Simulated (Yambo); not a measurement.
Yambo run on Na2PdH4 (space group I4/mmm, No. 139). The wavefunctions are LDA (pw.x of Quantum ESPRESSO, ONCV potentials, without SOC) ones on a 4×4×4 mesh (20 occupied bands); a = b = c = 4.9422 Å, α = β = 115.51°, γ = 97.97°.

Yambo input:

```
rim_cut
HF_and_locXC
RandQpts= 1000000
RandGvec= 1 Ry
EXXRLvcs= 88 Ry
VXCRLvcs= 352 Ry
% QPkrange
 1 | 1 | 20 | 21 |
 3 | 3 | 20 | 21 |
 6 | 6 | 20 | 21 |
 8 | 8 | 20 | 21 |
 13 | 13 | 20 | 21 |
%
```

k points by index: 1 = Γ, 3 = X, 6 = N, 8 = P, 13 = Z.

The o-*.hf file then holds:

```
#    K-point    Band    Eo [eV]    Ehf [eV]    Vxc [eV]    Vnlxc [eV]
#
    1    20    -0.361900    -3.619174    -11.67556    -14.93284
    1    21    5.552197    10.02625    -15.83532    -11.36126
    3    20    -0.417387    -4.876042    -18.45386    -22.91252
    3    21    3.138766    6.419541    -13.94318    -10.66241
    6    20    -0.363131    -5.282945    -19.72467    -24.64449
    6    21    4.498508    8.565948    -14.56710    -10.49966
    8    20    -0.335229    -5.004414    -18.74928    -23.41846
    8    21    2.152893    5.484317    -11.82669    -8.495264
    13    20    0.000000    -4.426342    -19.10823    -23.53457
    13    21    2.090468    5.780559    -8.243251    -4.553160
```
Exchange alone, without screening.

Geometry of the Materials Project entry, not relaxed at this level.

The structure is a Materials Project entry; no match was found in the copy of COD used, and its stability was not checked.
